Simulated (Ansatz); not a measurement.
## AlN (wurtzite): scan of one atom of the cell

Starting cell, AlN (wurtzite):

```
CELL_PARAMETERS angstrom
      3.13030     0.00000     0.00000
     -1.56515     2.71092     0.00000
      0.00000     0.00000     5.01801
ATOMIC_POSITIONS crystal
  Al 0.66667 0.33333 0.00337
  Al 0.33333 0.66667 0.50337
  N  0.66667 0.33333 0.62183
  N  0.33333 0.66667 0.12183
```

Scan: atom 2 (Al, nearest neighbour N at 1.903 Å; its periodic images, 3.1 Å or more away, move with it) is displaced along Cartesian [110], direction (0.707, 0.707, 0.000) in Cartesian axes, by s. The other atoms stay.

Calculation: PBE (plane waves to 420 eV, PAW, scalar-relativistic; Ansatz, a quantum-chemistry and plane-wave program). k mesh 10×10×6 (Γ-centred), Fermi-Dirac smearing 0.05 eV. Energies are smeared free energies. Stress and pressure are positive under compression. F∥ is the force on the atom along that direction. F⊥ is the part of the force across the line. AlN was relaxed with its symmetry unable to fall. ΔE is measured from the undisplaced structure.

| s (Å) | ΔE (meV/cell) | P (GPa) | |F⊥| (eV/Å) | F∥ (eV/Å) |
|---|---|---|---|---|
| -0.190 | 317 | 2.61 | 0.897 | 3.654 |
| -0.152 | 196 | 1.61 | 0.559 | 2.760 |
| -0.114 | 106 | 0.87 | 0.307 | 1.960 |
| -0.076 | 46 | 0.37 | 0.134 | 1.241 |
| -0.038 | 11 | 0.09 | 0.033 | 0.591 |
| 0.000 | 0 | -0.01 | 0.000 | 0.000 |
| 0.038 | 10 | 0.08 | 0.032 | -0.541 |
| 0.076 | 41 | 0.33 | 0.128 | -1.040 |
| 0.114 | 89 | 0.73 | 0.285 | -1.504 |
| 0.152 | 155 | 1.26 | 0.505 | -1.937 |
| 0.190 | 236 | 1.92 | 0.786 | -2.344 |

What the scan shows:

The energy at s = 0.190 Å is 236 meV/cell, the force along the line at s = -0.190 Å comes out as 3.65 eV/Å and the force constant k = d²E/ds² at s = 0 (finite differences) is 14.9 eV/Å². Symmetry of the curve: not even: the negative side lies higher at ±0.190 Å. Shape of the curve: a single well with its minimum at or next to zero displacement. Harmonic estimate at the end of the scan: ½ks² = 268 meV/cell against the computed 236 meV/cell, so the well is softer than harmonic there.

The 11 points together took about 2.0 core-minutes (a rough figure).

(A displaced cell: forces are minus the slopes of the energy, force constants its curvatures, and phonons follow from these.)
